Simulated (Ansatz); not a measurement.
Starting cell, ZnS (wurtzite):

```xyz
4
Lattice="3.8061 0.0000 0.0000 -1.9031 3.2962 0.0000 0.0000 0.0000 6.2447" Properties=species:S:1:pos:R:3 pbc="T T T"
Zn     1.9031     1.0987     6.2432
Zn     0.0000     2.1975     3.1208
S      1.9031     1.0987     3.9058
S      0.0000     2.1975     0.7834
```

In each cell atom 3 (S, nearest neighbour Zn at 2.333 Å; its periodic images, 3.8 Å or more away, move with it) moves by s·(-0.816, 0.471, -0.336) (towards the nearest neighbour), the rest being held.

All values below come from r2SCAN (plane waves to 500 eV, PAW, scalar-relativistic; Ansatz, a quantum-chemistry and plane-wave program). k mesh 8×8×5 (Γ-centred), Fermi-Dirac smearing 0.05 eV. The energy includes the smearing's −TS. ZnS was relaxed with its symmetry unable to fall. ΔE is measured from the undisplaced structure.

| s (Å) | ΔE (meV/cell) |
|---|---|
| -0.470 | 396 |
| -0.376 | 291 |
| -0.282 | 187 |
| -0.188 | 95 |
| -0.094 | 27 |
| 0.000 | 0 |
| 0.094 | 35 |
| 0.188 | withheld |
| 0.282 | 412 |
| 0.376 | 846 |
| 0.470 | 1536 |

**Question.** Fit a polynomial form (powers 2, 3, 4) to the given rows and predict ΔE at s = 0.188.

**Answer.** Least squares on the 10 given rows: ΔE = (3427)·s² + (5418)·s³ + (4274)·s⁴, in meV/cell with s in Å; root-mean-square residual 7.2 meV/cell. At 0.188 the fit gives 162 meV/cell; the calculation gives 160 meV/cell, so the interpolation is off by 2 (+1.2 %). The quadratic term alone would give 121 meV/cell.

(A displaced cell: forces are minus the slopes of the energy, force constants its curvatures, and phonons follow from these.)
